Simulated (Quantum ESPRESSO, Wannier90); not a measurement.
**TlI (Cmcm), plane waves to Wannier functions**

Materials Project entry mp-22858; symmetrised, unrelaxed at this level. COD (Crystallography Open Database) has the formula in 2 space groups, this one among them (matched by group alone). Computed values, not measurements, from PBEsol: Quantum ESPRESSO (norm-conserving PseudoDojo potentials, cutoff 56 Ry, spinors with spin-orbit coupling) on a Γ-centred 6×4×6 mesh, then Wannier90. Density: 8×6×8 mesh, cold smearing 0.01 Ry.

```
begin unit_cell_cart
ang
    4.6754900000    0.0000000000    0.0000000000
    0.0000000000    0.0000000000   -5.2436600000
   -2.3377450000    6.5440850000    0.0000000000
end unit_cell_cart
mp_grid = 6 4 6
```

Neighbour vectors b of the finite-difference formula (Å⁻¹), by shell:

```csv
shell,b_x,b_y,b_z
1,0.00000,0.16002,0.00000
1,0.00000,-0.16002,0.00000
2,0.22398,0.08001,0.00000
2,0.22398,-0.08001,0.00000
2,-0.22398,-0.08001,0.00000
2,-0.22398,0.08001,0.00000
3,0.00000,0.00000,-0.29956
3,0.00000,0.00000,0.29956
```

Find the weights w_b from the completeness condition Σ_b w_b b_α b_β = δ_αβ.

Shell 1: Σ b_x² = 0.000, Σ b_y² = 0.051, Σ b_z² = 0.000 Å⁻²
Shell 2: Σ b_x² = 0.201, Σ b_y² = 0.026, Σ b_z² = 0.000 Å⁻²
Shell 3: Σ b_x² = 0.000, Σ b_y² = 0.000, Σ b_z² = 0.179 Å⁻²
Each of the three diagonal sums, weighted, has to give 1 and the off-diagonal ones 0, which holds for w_1 = 17.0 Å², w_2 = 4.98 Å², w_3 = 5.57 Å². Check on xx: 17.03×0.000 + 4.98×0.201 + 5.57×0.000 = 1.00.

On this mesh the 12 functions of bands 29-40 (bands 29-40; start: atomic waves I 5p, conv_tol = 1.0e-6) end with spreads 4.8879, 4.7173, 4.7173, 4.8879, 4.5102, 4.5102, 4.8879, 4.7173, 4.7173, 4.8879, 4.5102, 4.5102 Å², Ω_I = 54.8476 Å² and Ω_D = 0.0498 Å².

Ω_total is the sum of the spreads, 56.462 Å². Ω_OD = Ω_total − Ω_I − Ω_D = 1.564 Å². Only (Ω_D + Ω_OD)/Ω_total = 2.9 % depends on the gauge, and another start could lower the total by that share at most. The rms radius is √(Ω_total/12) = 2.17 Å.
